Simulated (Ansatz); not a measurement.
Elastic constants of Sr2C at 1.2 GPa (stress–strain coefficients): input and output

Theory: DFT PBE, scalar-relativistic, plane waves, PAW (Ansatz 0.2.0).

Launched with:
```bash
ansatz run input.yaml --threads 1 --pin off --max-ram 2560MiB --backend cpu --events-out ev --progress --plain --runs-dir out
```

Input (bare energies are in eV):
```yaml
crystal:
  lattice:
    - [0.0, 3.3377, 3.3377]
    - [3.3377, 0.0, 3.3377]
    - [3.3377, 3.3377, 0.0]
  atoms:
    - { symbol: C, position: [0.0, 0.0, 0.0] }
    - { symbol: Sr, position: [0.25, 0.25, 0.25] }
    - { symbol: Sr, position: [0.75, 0.75, 0.75] }
basis:
  ecutwfc: 420
kpoints:
  mp_grid: { grid: [12, 12, 12] }
hamiltonian:
  xc: pbe
scf:
  occupations: { method: fermi_dirac, width: 0.15 }
output:
  forces: true
  stress: true
  eigenvalues: true
elastic:
  mode: relaxed_ion
  amplitude: 0.005
  stencil: two_point
```

From the output:
```
--- Elastic constants: 2 strain directions × 2 members + reference (group order 48) ---
  dense FFT box of the reference and of every strained cell: 32×32×32
  strains applied: 11, 23; error gains: componentwise 1.00 (the most a stress slope's error grows in a printed constant), spectral 1.73 (1 for all six strains in a standard setting)
  C = ∂σ_k/∂η_j (tension-positive GPa; Voigt order 11 22 33 23 13 12):
       109.715      7.003      7.003     -0.000     -0.000      0.000
         7.003    109.715      7.003      0.000     -0.000     -0.000
         7.003      7.003    109.715     -0.000      0.000      0.000
         0.000     -0.000     -0.000      7.964      0.000     -0.000
        -0.000     -0.000      0.000     -0.000      7.964      0.000
         0.000     -0.000     -0.000     -0.000     -0.000      7.964
  reference stress σ⁰ (GPa):     -1.231     -1.231     -1.231     -0.000      0.000      0.000
  C* (energy form; C + prestress term) asymmetry max|C*_kj − C*_jk| = 1.776e-15 GPa — a small one proves nothing (zero by symmetry where the batch's group is 432, −43m or m−3m); a large one is finite-difference/SCF noise where every solve ...
  moduli (Voigt/Reuss/Hill, GPa): K = 41.24/41.24/41.24   G = 25.32/12.03/18.67   E = 48.68   ν = 0.303
  mechanically stable: yes (min eigenvalue of sym C = 7.96 GPa)
  strain η (Voigt 11):  stress-route row diagonal C_11 = 109.72 GPa, energy-path curvature d²(F+E_count+ΔE)/dδ²/Ω₀ = 109.71 GPa
         δ    σ_11 (GPa) F (eV) n_scf n_hpsi n_pw
    -5.000e-3      -1.7826       -7337.5710393      10   60673   1459   relax 0 steps, max|allowed force component| 2.22e-16 eV/Å
     5.000e-3      -0.6855       -7337.5767520       8   54187   1479   relax 0 steps, max|allowed force component| 2.22e-16 eV/Å
  strain η (Voigt 23):  stress-route row diagonal C_44 = 7.96 GPa, energy-path curvature d²(F+E_count+ΔE)/dδ²/Ω₀ = 8.57 GPa
         δ    σ_23 (GPa) F (eV) n_scf n_hpsi n_pw
    -5.000e-3      -0.0398       -7337.5744821       6   75498   1467   relax 3 steps, max|allowed force component| 3.63e-8 eV/Å
     5.000e-3       0.0398       -7337.5744821       7   87730   1467   relax 2 steps, max|allowed force component| 9.68e-8 eV/Å
```

It took 2.6 min on 1 thread of Intel(R) Xeon(R) Platinum 8259CL CPU @ 2.50GHz (Skylake/Cascade Lake) (shared host), peak memory 0.72 GiB.

The cell is the ideal cubic antifluorite prototype; whether it is the stable structure of this composition wasn't checked. Without a gap, frequencies and elastic constants depend on the k mesh and the smearing, soft modes and shear constants most.

The least eigenvalue is 8.0 GPa; in a metal on this mesh the verdict on stability isn't firm within about 20 GPa or a tenth of the bulk modulus.

The bands only touch here, so at this level the crystal is a zero-gap semiconductor or semimetal, not an ordinary metal; spin–orbit coupling, left out, can open or move such a gap.